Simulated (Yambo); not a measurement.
Yambo input for TiZnO3 (space group R-3, No. 148) (a = b = c = 5.5506 Å, α = β = γ = 55.04°), on norm-conserving PBEsol (Quantum ESPRESSO, 84 Ry, scalar-relativistic) wavefunctions on a 4×4×4 mesh:

```
optics
chi
dipoles
kernel
FFTGvecs= 40 Ry
Chimod= "HARTREE"
NGsBlkXd= 3 Ry
% QpntsRXd
 1 | 1 |
%
% BndsRnXd
 11 | 111 |
%
GrFnTpXd= "R"
% EnRngeXd
 0.0 | 20.0 | eV
%
% DmRngeXd
 0.2 | 0.2 | eV
%
CGrdSpXd= 50
ETStpsXd= 161
% LongDrXd
 1.0 | 0.0 | 0.0 |
%
% XfnQP_E
 1.885 | 1.0 | 1.0 |
%
```

First lines of the file o-*.eps_q1_inv_rpa_dyson:

```
Absorption @ Q(1):   1.00000000     0.00000000     0.00000000    [q->0 direction]
#
# [ X ] Hartree size     :   65
# [GEN] GF Energies     : Perdew, Burke & Ernzerhof SOL(X)+Perdew, Burke & Ernzerhof SOL(C)+ user defined corrections @E
# [GEN] Green`s Function     : Retarded
#
# [GEN] Gauge     : Length
# [GEN] [r,Vnl] included     : yes
#
#    E[1] [eV]     Im(eps)     Re(eps)     Im(eps_o)     Re(eps_o)
#
     0.000000     -0.162763E-5     4.988954     0.14191E-17     5.204807
     0.125000     0.003107     4.989921     0.003384     5.205860
     0.250000     0.006227     4.992828     0.006781     5.209025
     0.375000     0.009373     4.997686     0.010208     5.214313
     0.500000     0.012557     5.004514     0.013676     5.221747
     0.625000     0.015793     5.013340     0.017203     5.231358
     0.750000     0.019094     5.024201     0.020804     5.243187
     0.875000     0.022476     5.037141     0.024495     5.257285
     1.000000     0.025954     5.052215     0.028294     5.273712
     1.125000     0.029546     5.069488     0.032220     5.292542
     1.250000     0.033269     5.089035     0.036296     5.313860
     1.375000     0.037145     5.110945     0.040543     5.337764
     1.500000     0.041195     5.135317     0.044987     5.364368
     1.625000     0.045445     5.162268     0.049657     5.393802
     1.750000     0.049924     5.191929     0.054585     5.426216
     1.875000     0.054662     5.224451     0.059807     5.461779
     2.000000     0.059696     5.260003     0.065365     5.500685
     2.125000     0.065068     5.298782     0.071307     5.543154
     2.250000     0.070826     5.341008     0.077688     5.589439
     2.375000     0.077026     5.386935     0.084572     5.639829
     2.500000     0.083733     5.436854     0.092035     5.694653
     2.625000     0.091024     5.491097     0.100168     5.754294
     2.750000     0.098992     5.550050     0.109076     5.819190
     2.875000     0.107747     5.614157     0.118890     5.889854
     3.000000     0.117423     5.683936     0.129766     5.966881
     3.125000     0.128186     5.759995     0.141897     6.050971
     3.250000     0.140237     5.843050     0.155522     6.142952
     3.375000     0.153833     5.933950     0.170942     6.243809
     3.500000     0.169297     6.033714     0.188541     6.354727
     3.625000     0.187047     6.143574     0.208815     6.477145
     3.750000     0.207632     6.265039     0.232418     6.612826
     3.875000     0.231785     6.399976     0.260225     6.763964
     4.000000     0.260511     6.550729     0.293443     6.933322
```
(The file goes on to the top of the energy range.) Convergence of the RPA response with its 4×4×4 mesh was not tested. The scissor comes from a G0W0 run whose convergence isn't established.

Geometry of the Materials Project entry, not relaxed at this level.

The structure is a Materials Project entry; no match was found in the copy of COD used, and its stability was not checked.

With a shallow 3d shell G0W0 needs far more bands and larger blocks than here, so the scissor is uncertain by tenths of an eV or more.
